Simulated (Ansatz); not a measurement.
## FeBr₄ under compression: one row to predict

The cell was found from a structure generator's guess, not taken from experiment.

Theory: Ansatz, DFT PBE, scalar-relativistic, plane waves, PAW. The final run on the 5-atom cell used 420 eV, a Γ-centred 6×6×6 mesh, 0.10 eV smearing and collinear spin.

```cif
data_structure
_symmetry_space_group_name_H-M 'F-43m'
_symmetry_Int_Tables_number 216
_cell_length_a 10.5622
_cell_length_b 10.5622
_cell_length_c 10.5622
_cell_angle_alpha 90.000
_cell_angle_beta 90.000
_cell_angle_gamma 90.000
_cell_volume 1178.33
loop_
_atom_site_label
_atom_site_type_symbol
_atom_site_symmetry_multiplicity
_atom_site_Wyckoff_symbol
_atom_site_fract_x
_atom_site_fract_y
_atom_site_fract_z
_atom_site_occupancy
Fe1 Fe 4 c 0.25000 0.25000 0.25000 1
Br1 Br 16 e 0.37471 0.37471 0.12529 1
```

The cell was set to several volumes, with shape and atoms relaxed at each where symmetry leaves them free. Pressure is positive in compression, and energies count from the lowest row. No row has a gap on its mesh.

```
row  V (Å³/atom)  P (GPa)  ΔE (meV/atom)  largest moment (μB)
  1       51.846     0.81           13.5                 3.04
  2       53.614        ?              ?                    ?
  3       55.381     0.28            2.4                 3.05
  4       57.149     0.12            0.5                 3.05
  5       58.916     0.00            0.0                 3.05
  6       60.684    -0.07            0.5                 3.05
  7       62.451    -0.12            1.8                 3.05
  8       64.808    -0.15            4.0                 3.04
```

**Question.** Find B = −V·ΔP/ΔV from rows 4 and 6 and from rows 1 and 3, and from the two its slope B′ and its value B0 at zero pressure.

**Answer.** Rows 4 and 6 give −(57.149 + 60.684)/2 × (-0.07 − (0.12))/(60.684 − 57.149) = 3.2 GPa at a mean pressure of 0.02 GPa. Rows 1 and 3 give −(51.846 + 55.381)/2 × (0.28 − (0.81))/(55.381 − 51.846) = 8.0 GPa at a mean pressure of 0.55 GPa. So B′ = (8.0 − 3.2)/(0.55 − (0.02)) = 9.06 and B0 = 3.2 − 9.06 × (0.02) = 3.0 GPa. A third-order Birch–Murnaghan fit to all the energies gives B0 = 3.3 GPa and B′ = 12.0.

**Question.** Estimate the pressure and energy of row 2.

**Answer.** From row 5, V0 = 58.916 × (1 + (0.00)/3.0) = 58.916 Å³/atom. Murnaghan's form P = (B0/B′)·[(V0/V)^B′ − 1] gives (3.0/9.06) × [(58.916/53.614)^9.06 − 1] = 0.45 GPa; the computed pressure is 0.50 GPa, so the estimate is off by -0.05 GPa. The work of compression from row 3, with the mean of the two pressures, gives ΔE = 2.4 + (0.45 + 0.28)/2 × (55.381 − 53.614)/160.2 × 1000 = 6.4 meV/atom (1 eV/Å³ = 160.2 GPa); the computed value is 6.5 meV/atom. Its largest moment is 3.04 μB.

No dispersion correction is applied, so the spacing and binding between layers, chains or molecules are poorly described. In such compounds of Fe a zero gap at this level may well be an artefact, since no Hubbard U is applied. Another magnetic order may lie lower. All volumes keep the k mesh of the relaxed cell. Symmetry constrained the relaxation, so the result can be a saddle point.
